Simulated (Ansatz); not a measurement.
## Li3SeF: from a guess to a relaxed structure

Theory: DFT PBE, scalar-relativistic, plane waves, PAW (Ansatz). Cutoff 420 eV, Gaussian smearing, Γ-centred meshes. Cell and atoms relax on a converged mesh. The steps can't lower the symmetry of their start. No spin polarisation.

A trial structure of Li3SeF was built thus: antiperovskite family, AX3 layers stacked AB (P6_3/mmc, No. 194) (A site Se; B site F; X site Li). The dimensions are guesses.

```
Li Se F
1.0
     5.60340    0.00000    0.00000
    -2.80170    4.85269    0.00000
     0.00000    0.00000    4.70686
Li Se F
6 2 2
Cartesian
  2.8017 3.2351 3.5301
  1.4008 0.8088 3.5301
  4.2025 0.8088 3.5301
  0.0000 1.6176 1.1767
  1.4009 4.0439 1.1767
  -1.4008 4.0439 1.1767
  0.0000 3.2351 3.5301
  2.8017 1.6176 1.1767
  0.0000 0.0000 0.0000
  0.0000 0.0000 2.3534
```

Formation energies are uncorrected and refer to the elements' standard structures at the same level (F₂ as a molecule).

Q: What does it relax into?

A: The symmetry stays P6_3/mmc (No. 194). The volume per atom grows by 3.6 %, from 12.8 to 13.3 Å³. The shortest distance goes from 2.00 Å (Li–F) to 1.97 Å (Li–F). Conventional cell: a = 5.614 Å, c = 4.856 Å. Li is surrounded by 2 F at 1.97 Å, 2 Li at 2.70 Å, 4 Se at 2.81–2.95 Å and 6 Li at 2.88–2.92 Å; Se is surrounded by 12 Li at 2.81–2.95 Å; F has 6 Li at 1.97 Å and 2 F at 2.43 Å.

```
Li Se F
1.0
     5.61405    0.00000    0.00000
    -2.80703    4.86191    0.00000
     0.00000    0.00000    4.85583
Li Se F
6 2 2
Direct
  0.83982 0.67963 0.75000
  0.32037 0.16018 0.75000
  0.83982 0.16018 0.75000
  0.16018 0.32037 0.25000
  0.67963 0.83982 0.25000
  0.16018 0.83982 0.25000
  0.33333 0.66667 0.75000
  0.66667 0.33333 0.25000
  0.00000 0.00000 0.00000
  0.00000 0.00000 0.50000
```

Q: How does it come out in energy, and is it a metal?

A: The formation energy is −1.840 eV/atom. The gap on the 6×6×6 mesh of the 10-atom cell is 3.01 eV.

A negative formation energy is needed for stability but isn't enough: competing phases decide.

The last run used Gaussian smearing of 0.02 eV. Kohn–Sham gaps at this level usually fall short of measured ones. The reference form of Se is held partly by dispersion forces, which this level lacks. Symmetry constrained the relaxation, so the result can be a saddle point.
